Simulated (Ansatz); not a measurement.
The start is a generated trial cell of ZrO2 in the pyrite structure type. A full variable-cell relaxation at zero pressure is run with r2SCAN (plane waves to 500 eV, PAW, scalar-relativistic; Ansatz, a first-principles code). The first steps use a coarse 4×4×4 k-mesh.

Initial structure:
```yaml
crystal:
  lattice:
    - [4.94617, 0.00000, 0.00000]
    - [0.00000, 4.94617, 0.00000]
    - [0.00000, 0.00000, 4.94617]
  atoms:
    - { symbol: Zr, position: [0.00000, 0.00000, 0.00000] }
    - { symbol: Zr, position: [0.50000, 0.50000, 0.00000] }
    - { symbol: Zr, position: [0.00000, 0.50000, 0.50000] }
    - { symbol: Zr, position: [0.50000, 0.00000, 0.50000] }
    - { symbol: O, position: [0.38510, 0.38510, 0.38510] }
    - { symbol: O, position: [0.88510, 0.11490, 0.61490] }
    - { symbol: O, position: [0.61490, 0.88510, 0.11490] }
    - { symbol: O, position: [0.11490, 0.61490, 0.88510] }
    - { symbol: O, position: [0.61490, 0.61490, 0.61490] }
    - { symbol: O, position: [0.11490, 0.88510, 0.38510] }
    - { symbol: O, position: [0.38510, 0.11490, 0.88510] }
    - { symbol: O, position: [0.88510, 0.38510, 0.11490] }
```

### Question
What pressure does the first self-consistent step give?

### Answer
+42.1 GPa (positive: the cell is compressed).

### Question
What is the largest force in the starting geometry, and on which atom (counted from 1)?

### Answer
4.91 eV/Å, on O5, O6, O7, O8, O9, O10, O11, O12 (atoms numbered as listed).

### Question
How does the volume change?

### Answer
+16.0 %, from 10.08 to 11.70 Å³/atom.

### Question
How do the shortest distances between atoms change?

### Answer
The closest pairs of elements (up to four, under 3.6 Å), start → end: O–O 1.97 → 2.71 Å; O–Zr 2.07 → 2.12 Å; Zr–Zr 3.50 → 3.67 Å.

### Question
Is the relaxed structure metallic? Give its gap.

### Answer
3.83 eV, indirect (valence top at k = (0, 0, 0.2), conduction bottom at R) (no spin-orbit coupling).

### Question
Give the final cell and atomic positions.

### Answer

Space group Pa-3 (No. 205); a = b = c = 5.197 Å, α = β = γ = 90.00°

```json
[
 {"atom": "Zr", "site": "4a", "symmetry": ".-3.", "x": "0.0000", "y": "0.0000", "z": "0.0000"},
 {"atom": "O", "site": "8c", "symmetry": ".3.", "x": "0.3253", "y": "0.3253", "z": "0.3253"}
]
```

The space group stays Pa-3 (No. 205) (the run could not lower it), with 12 atoms in the primitive cell. Final values are on a 5×5×5 k-mesh of the relaxed cell. No spin polarisation in the result.

The run could not lose the symmetry of its start, so the end can be a saddle point.

The relaxed structure here is a generated cell of ZrO2: the first start was made by placing the elements on the sites of a structure type, and the end was not matched to a known phase here, so it may be hypothetical. Known forms of ZrO2 include space group No. 14, 137, 225.
